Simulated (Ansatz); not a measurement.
KBr (rock salt)

```xyz
2
Lattice="0.0000 3.3044 3.3044 3.3044 0.0000 3.3044 3.3044 3.3044 0.0000" Properties=species:S:1:pos:R:3 pbc="T T T"
K      0.0000     0.0000     0.0000
Br     3.3044     3.3044     3.3044
```

This relaxed cell (volume V₀) is scaled evenly in all directions, its shape held. Symmetry pins the atoms to their sites.

Level of theory: r2SCAN (plane waves to 500 eV, PAW, scalar-relativistic; Ansatz, a program for electronic structure). k mesh 9×9×9 (Γ-centred), Fermi-Dirac smearing 0.05 eV. Energies are smeared free energies. Stress and pressure are positive under compression. KBr was relaxed with its symmetry unable to fall. ΔE is measured from the relaxed starting cell.

### Question
Give the computed ΔE (meV/atom) and P (GPa) at V/V₀ = 0.968, 1.032, 1.064, 1.096, 1.128.

### Answer
```json
[
 {"V/V₀": "0.968", "ΔE (meV/atom)": "2.0", "P (GPa)": "0.56"},
 {"V/V₀": "1.032", "ΔE (meV/atom)": "1.7", "P (GPa)": "-0.46"},
 {"V/V₀": "1.064", "ΔE (meV/atom)": "6.5", "P (GPa)": "-0.85"},
 {"V/V₀": "1.096", "ΔE (meV/atom)": "13.7", "P (GPa)": "-1.16"},
 {"V/V₀": "1.128", "ΔE (meV/atom)": "23.1", "P (GPa)": "-1.42"}
]
```

(Under strain, the slope of the energy per volume gives the stress and its curvature an elastic modulus.)
